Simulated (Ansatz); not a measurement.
Level of theory: Ansatz 0.2.0, DFT PBE, scalar-relativistic, plane waves, PAW. Settings: cutoff 420 eV, Γ-centred meshes spaced at most about 0.3 Å⁻¹, and about 0.25 Å⁻¹ or finer for metals (2π included), Gaussian smearing. No spin polarisation in the final relaxations.

These are static total energies at zero pressure.

Two forms of MgCdS4 were relaxed alike.

A.

```
Mg Cd S
1.0
    -3.61843    3.61843    2.66870
     3.61843   -3.61843    2.66870
     3.61843    3.61843   -2.66870
Mg Cd S
1 1 4
Direct
  0.50000 0.50000 0.00000
  0.00000 0.00000 0.00000
  0.25400 0.25400 0.50801
  0.74600 0.74600 0.49199
  0.25400 0.74600 0.00000
  0.74600 0.25400 0.00000
```

B.

```
Mg Cd S
1.0
     4.47743    0.00000    0.00000
    -2.23872    3.87757    0.00000
     0.00000    0.00000    9.80167
Mg Cd S
1 1 4
Direct
  0.33333 0.66667 0.00000
  0.66667 0.33333 0.50000
  0.66667 0.33333 0.89419
  0.66667 0.33333 0.10581
  0.00000 0.00000 0.00000
  0.00000 0.00000 0.50000
```

Question: Which form is favoured at zero pressure, and by what margin per atom?

Answer: B is lower, by 246 meV/atom. A has space group I4/mmm (No. 139), 23.3 Å³/atom and no gap on its mesh; B has space group P-6m2 (No. 187), 28.4 Å³/atom and no gap. Counting S atoms around Cd and Mg (those within 1.25 times the shortest such distance or 1.15 times the sum of covalent radii, 1.27 where that leaves under three), A has Mg 4, Cd 4 and B has Mg 9, Cd 3. B holds S–S pairs (shortest 2.07 Å); in A the shortest S–S distance is 2.67 Å, near bonding range too. Both come from invented guesses. A third cell relaxed alike, in P4/mmm, lies 105 meV/atom below the lower of the two.

Weakly bound directions are ill-defined at this level, which has no dispersion term (P-6m2), and this can change margins and order among such cells. A magnetic state wasn't ruled out in cells without spin, among them I4/mmm. Cells relaxed within their symmetry can be saddle points.
